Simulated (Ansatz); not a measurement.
SnO₂:
Space group P4₂/mnm (No. 136); a = 4.769 Å, b = 4.769 Å, c = 3.212 Å, α = 90.00°, β = 90.00°, γ = 90.00°

```csv
atom,site,symmetry,x,y,z
Sn,2a,m.mm,0.0000,0.0000,0.0000
O,4f,m.2m,0.3063,0.3063,0.0000
```

Relaxed with PBEsol.

Give the optical modes at the zone centre with their infrared activity from DFPT, DFT-PBEsol in the program Ansatz with PAW potentials.

Transverse frequencies, without the LO–TO term; a row sums one degenerate level.

| ω (cm⁻¹) | degeneracy | IR ((D/Å)²/amu) | activity | symmetry |
|---|---|---|---|---|
| 104 | 1 | 0.00 | IR-inactive | B1g |
| 143 | 1 | 0.00 | IR-inactive | B1u |
| 220 | 2 | 19.71 | IR | Eu |
| 271 | 2 | 4.82 | IR | Eu |
| 342 | 1 | 0.00 | IR-inactive | A2g |
| 448 | 1 | 37.89 | IR | A2u |
| 454 | 2 | 0.00 | IR-inactive | Eg |
| 545 | 1 | 0.00 | IR-inactive | B1u |
| 576 | 2 | 45.07 | IR | Eu |
| 608 | 1 | 0.00 | IR-inactive | A1g |
| 733 | 1 | 0.00 | IR-inactive | B2g |

How high does the top mode go among those that the LO–TO term moves?

710 cm⁻¹ for q along x, 710 cm⁻¹ for q along y, 653 cm⁻¹ for q along z.

Space group P4_2/mnm (rutile). Symmetry was held in the PBEsol relaxation; phonons on a q-mesh show no instability. Spin–orbit coupling is left out wherever it is not named.

Potentials: the later of the program's two PAW sets.
